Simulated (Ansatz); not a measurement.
Calculated with Ansatz: Ti₂PbO₄, relaxation

Run with:

```bash
ansatz run input.yaml --threads 2 --pin off --max-ram 2560MiB --backend cpu --events-out ev --progress --plain --runs-dir out
```

The input file (Ansatz 0.2.0, plane waves):

```yaml
crystal:
  lattice:
    - [-8.50174543, 0.0, 0.0]
    - [0.0, 0.0, 5.17540645]
    - [0.0, 4.67174657, 2.58770373]
  atoms:
    - { symbol: Pb, position: [0.75, 0.9697, 0.0564] }
    - { symbol: Pb, position: [0.25, 0.0261, 0.9436] }
    - { symbol: Ti, position: [0.9476, 0.2871, 0.3452] }
    - { symbol: Ti, position: [0.0524, 0.6323, 0.6548] }
    - { symbol: Ti, position: [0.5524, 0.2871, 0.3452] }
    - { symbol: Ti, position: [0.4476, 0.6323, 0.6548] }
    - { symbol: O, position: [0.9405, 0.631, 0.3652] }
    - { symbol: O, position: [0.0595, 0.9962, 0.6348] }
    - { symbol: O, position: [0.5595, 0.631, 0.3652] }
    - { symbol: O, position: [0.4405, 0.9962, 0.6348] }
    - { symbol: O, position: [0.0, 0.3257, 0.0] }
    - { symbol: O, position: [0.5, 0.3257, 0.0] }
    - { symbol: O, position: [0.75, 0.1309, 0.3812] }
    - { symbol: O, position: [0.25, 0.5121, 0.6188] }
  symmetry: { tolerance: 0.0003 }
kpoints:
  mp_grid: { grid: [3, 5, 5], shift: [0, 0, 0] }
magnetization:
  spin_polarized: false
scf:
  occupations: { method: fermi_dirac }
  lower_state_search: "off"
hamiltonian:
  pseudopotentials: { kind: paw }
  xc: r2scan
basis:
  ecutwfc: 500
  fft_grid_basis: typed
relax:
  max_steps: 60
  cell: { p_target: 0.0 }
  f_tol: 0.03
output:
  forces: true
  stress: true
  eigenvalues: true
  bader: false
  populations: true
  elf: true
  write_potential: true
  volumetric_format: npy
  dos:
    e_range: [-12, 8]
    de: 0.05
    projected: { site_lists: { O: [O], Pb: [Pb], Ti: [Ti] } }
  write_density: true
checkpoint:
  read: saved_state
```

Origin of the cell: a known structure type with other elements, at an estimated volume, so it need not be a known compound.

The smearing width isn't typed, so it takes its default of 0.1 eV.

The saved state is a converged single point of the same cell.

Steps («new basis» is an SCF on plane waves selected anew at the same cell):

```json
{"step": "1", "ΔF (meV/atom)": "0.0", "max force component (eV/Å)": "1.657", "P (GPa)": "16.52", "volume (Å³)": "205.56", "SCF iterations": "7", "step was": "accepted"}
{"step": "2", "ΔF (meV/atom)": "-101.6", "max force component (eV/Å)": "0.766", "P (GPa)": "2.11", "volume (Å³)": "223.81", "SCF iterations": "8", "step was": "accepted"}
{"step": "3", "ΔF (meV/atom)": "-143.9", "max force component (eV/Å)": "1.000", "P (GPa)": "-2.74", "volume (Å³)": "230.25", "SCF iterations": "8", "step was": "accepted"}
{"step": "4", "ΔF (meV/atom)": "-125.4", "max force component (eV/Å)": "1.436", "P (GPa)": "-6.40", "volume (Å³)": "233.61", "SCF iterations": "9", "step was": "rejected"}
{"step": "5", "ΔF (meV/atom)": "-171.3", "max force component (eV/Å)": "0.709", "P (GPa)": "-2.77", "volume (Å³)": "228.55", "SCF iterations": "13", "step was": "accepted"}
{"step": "6", "ΔF (meV/atom)": "-197.7", "max force component (eV/Å)": "0.518", "P (GPa)": "-2.32", "volume (Å³)": "225.40", "SCF iterations": "9", "step was": "accepted"}
{"step": "7", "ΔF (meV/atom)": "-204.2", "max force component (eV/Å)": "0.506", "P (GPa)": "-0.80", "volume (Å³)": "221.98", "SCF iterations": "9", "step was": "accepted"}
{"step": "8", "ΔF (meV/atom)": "-208.7", "max force component (eV/Å)": "0.231", "P (GPa)": "-0.11", "volume (Å³)": "222.28", "SCF iterations": "7", "step was": "accepted"}
{"step": "9", "ΔF (meV/atom)": "-211.4", "max force component (eV/Å)": "0.173", "P (GPa)": "0.19", "volume (Å³)": "222.40", "SCF iterations": "7", "step was": "accepted"}
{"step": "10", "ΔF (meV/atom)": "-213.4", "max force component (eV/Å)": "0.300", "P (GPa)": "0.33", "volume (Å³)": "222.90", "SCF iterations": "9", "step was": "accepted"}
{"step": "11", "ΔF (meV/atom)": "-215.2", "max force component (eV/Å)": "0.176", "P (GPa)": "-0.01", "volume (Å³)": "222.87", "SCF iterations": "7", "step was": "accepted"}
{"step": "12", "ΔF (meV/atom)": "-216.3", "max force component (eV/Å)": "0.097", "P (GPa)": "0.03", "volume (Å³)": "222.32", "SCF iterations": "7", "step was": "accepted"}
{"step": "13", "ΔF (meV/atom)": "-216.8", "max force component (eV/Å)": "0.065", "P (GPa)": "0.21", "volume (Å³)": "220.87", "SCF iterations": "7", "step was": "accepted"}
{"step": "14", "ΔF (meV/atom)": "-216.9", "max force component (eV/Å)": "0.069", "P (GPa)": "-0.24", "volume (Å³)": "221.76", "SCF iterations": "8", "step was": "accepted"}
{"step": "15", "ΔF (meV/atom)": "-217.0", "max force component (eV/Å)": "0.017", "P (GPa)": "0.02", "volume (Å³)": "221.37", "SCF iterations": "7", "step was": "accepted"}
{"step": "16", "ΔF (meV/atom)": "-217.0", "max force component (eV/Å)": "0.006", "P (GPa)": "0.00", "volume (Å³)": "221.35", "SCF iterations": "7", "step was": "accepted"}
{"step": "17", "ΔF (meV/atom)": "-217.5", "max force component (eV/Å)": "0.005", "P (GPa)": "-0.01", "volume (Å³)": "221.35", "SCF iterations": "7", "step was": "new basis"}
```

Before:

Space group Ama2 (No. 40); the run's cell has a = 8.502 Å, b = 5.175 Å, c = 5.341 Å, α = 61.02°, β = 90.00°, γ = 90.00°. Shortest distances: O–Ti 1.81 Å, O–Pb 2.26 Å, O–O 2.77 Å, Ti–Ti 3.10 Å, Pb–Ti 3.22 Å.

The relaxed structure.

Space group Ama2 (No. 40); the run's cell has a = 9.033 Å, b = 5.253 Å, c = 5.353 Å, α = 60.62°, β = 90.00°, γ = 90.00°. Shortest distances: O–Ti 1.82 Å, O–Pb 2.37 Å, O–O 2.82 Å, Ti–Ti 3.09 Å, Pb–Ti 3.12 Å.

```yaml
crystal:
  lattice:
    - [-9.03330, 0.00000, 0.00000]
    - [0.00000, 0.00000, 5.25299]
    - [0.00000, 4.66482, 2.62649]
  atoms:
    - { symbol: Pb, position: [0.75000, 0.90214, 0.03204] }
    - { symbol: Pb, position: [0.25000, 0.93418, 0.96796] }
    - { symbol: Ti, position: [0.92081, 0.30932, 0.34023] }
    - { symbol: Ti, position: [0.07919, 0.64956, 0.65977] }
    - { symbol: Ti, position: [0.57919, 0.30932, 0.34023] }
    - { symbol: Ti, position: [0.42081, 0.64956, 0.65977] }
    - { symbol: O, position: [0.98008, 0.65319, 0.35625] }
    - { symbol: O, position: [0.01992, 0.00944, 0.64375] }
    - { symbol: O, position: [0.51992, 0.65319, 0.35625] }
    - { symbol: O, position: [0.48008, 0.00944, 0.64375] }
    - { symbol: O, position: [0.00000, 0.38014, 0.00000] }
    - { symbol: O, position: [0.50000, 0.38014, 0.00000] }
    - { symbol: O, position: [0.75000, 0.09855, 0.34668] }
    - { symbol: O, position: [0.25000, 0.44522, 0.65332] }
```

```yaml
Free_energy_lowered_by: 217.5 meV/atom
Volume_change: 7.69 %
Final_pressure: -0.01 GPa
Relaxation_steps_listed: 17
Formation_energy_elements_under_the_same_functional_gases_as_molecules_uncorrected: -2.525 eV/atom
Gap_on_the_mesh: 0.67 eV
```

Caveats: no spin-orbit coupling, though heavy elements are present; the relaxation held the start's symmetry, so the end may be a saddle point.

Time: 15 min on 2 threads of Arm Neoverse V1, on a shared host, peak memory 1.1 GiB, from a saved density.
